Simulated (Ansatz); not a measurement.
This cell of HfO2 (tetragonal-ZrO2 type, space group P4_2/nmc) is off equilibrium:

```yaml
crystal:
  lattice:
    - [3.56707, 0.00000, 0.00000]
    - [0.00000, 3.56707, 0.00000]
    - [0.00000, 0.00000, 5.16596]
  atoms:
    - { symbol: Hf, position: [0.00000, 0.00000, 0.00000] }
    - { symbol: Hf, position: [0.50000, 0.50000, 0.50000] }
    - { symbol: O, position: [0.00000, 0.50000, 0.20010] }
    - { symbol: O, position: [0.00000, 0.50000, 0.66835] }
    - { symbol: O, position: [0.50000, 0.00000, 0.29990] }
    - { symbol: O, position: [0.50000, 0.00000, 0.79990] }
```

Level of theory: PBEsol (plane waves to 420 eV, PAW, scalar-relativistic; Ansatz, a first-principles code). k mesh 8×8×5 (Γ-centred), Fermi-Dirac smearing 0.05 eV. Energies are smeared free energies. Stress and pressure are positive under compression. HfO2 is run without spin polarisation. HfO2 was relaxed with its symmetry unable to fall. Spin-orbit coupling is left out, though Hf is heavy. This is a high-temperature form of HfO2.

Q: What forces act on the atoms (eV/Å, Cartesian)?

A: 
```csv
atom,Fx,Fy,Fz
Hf1,0.000,0.000,0.328
Hf2,0.000,0.000,-1.188
O3,0.000,0.000,-1.378
O4,0.000,0.000,2.324
O5,0.000,0.000,-0.219
O6,0.000,0.000,0.133
```

Q: Give the stress tensor in GPa and the pressure.

A: 
```
    6.2      0.0      0.0
    0.0     -1.3      0.0
    0.0      0.0      4.3
```
The pressure, a third of the trace, is 3.1 GPa.

Q: In it atom 4 sits (0.000, 0.000, -0.164) Å away from its relaxed site. What is its energy relative to the relaxed cell?

A: 188 meV/cell.

(For displaced atoms, the force is minus the slope of the energy, and its curvature is a force constant, which sets phonon frequencies.)
